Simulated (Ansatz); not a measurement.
An element in the fcc structure gives these cold pressures by all-electron LAPW under PBE (Ansatz 0.2.0, scalar-relativistic, no spin polarisation).

```tsv
V (Å³/atom)	P (GPa)
14.51	-0.09
13.06	47.5
11.61	134.7
10.15	297.2
8.70	610.7
7.25	1253
5.80	2699
```

Problem. Which element is it?

Solution. Ir. Its zero-pressure volume in this structure is near 14.5 Å³/atom; the volume and the steepness of P(V) together point to it, though neighbours can come close. This is the case that was computed; others weren't tested.
